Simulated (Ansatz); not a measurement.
Q: Al2Cu (MoSi2 or CaC2 type, I4/mmm) is relaxed with plane-wave PAW PBE (Ansatz code). What lattice parameters of the conventional cell result?

A: a = 3.436 Å, c = 7.701 Å.

Q: Give the free coordinates with the occupied sites.

A: In one choice of origin and axes:

| atom | site | symmetry | x | y | z |
|---|---|---|---|---|---|
| Cu | 2a | 4/mmm | 0.0000 | 0.0000 | 0.0000 |
| Al | 4e | 4mm | 0.0000 | 0.0000 | 0.3344 |

A made-up cell: these elements were put on the sites of a structure type; the Crystallography Open Database copy checked does not list it. It is not the phase usual at ambient conditions (space group No. 140). The PBE relaxation kept the symmetry of its start; its stability against distortions is not shown here. No spin polarisation was allowed. Axis ratios of metals converge slowly with the k-mesh, so a and c are less sure than the volume.

Potentials: the later of the program's two PAW sets.
